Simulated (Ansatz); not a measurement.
BeS in space group P6_422 (No. 181; Be on 3c, S on 3d), LDA (plane waves, PAW; program Ansatz). The conduction-band minimum lies on the M–K line, 10 % of the way from M, with 6 equivalent valleys. Second derivatives d²E/dk² of the lowest band at one valley (eV·Å²), along Cartesian directions:

```tsv
direction	d²E/dk²
[100]	24.61
[010]	13.35
[001]	25.53
[110]	19.05
[101]	25.16
[011]	19.42
```

Q: Find the principal effective masses, the density-of-states mass and the conductivity mass.

A: Off-diagonal terms follow from H_xy = H[110] − (H_xx + H_yy)/2, and m*/mₑ = 7.620 eV·Å² over each eigenvalue: 0.30, 0.31, 0.57. One valley's DOS mass (m₁m₂m₃)^(1/3) = 0.38, conductivity mass 3/(Σ 1/mᵢ) = 0.36 mₑ.

Q: What effective density of states Nc follows at 300 K for parabolic valleys?

A: Nc = 2.509e19 × 6 × (0.38)^(3/2) ≈ 3.5e19 cm⁻³.

Q: With the computed static dielectric constant 10.9 (mean of the diagonal), estimate a hydrogenic donor's binding energy and radius.

A: E = 13.606 eV × 0.36/10.9² ≈ 41 meV; a = 0.529 Å × ε/m* ≈ 16 Å. Semilocal masses tend to be too small when the gap is underestimated.

The start of the workflow was typed in or built on a structure type; neither database checked (COD, Materials Project) lists it. COD files the formula under space group No. 216. Its standing as an ambient phase is unchecked. Symmetry was held in the LDA relaxation; whether a distortion lowers the energy is not shown.

Potentials: the earlier of the program's two PAW sets. The files were generated under PBE; for other functionals the program regenerates the frozen cores, and for LDA and PBEsol the local potential too.
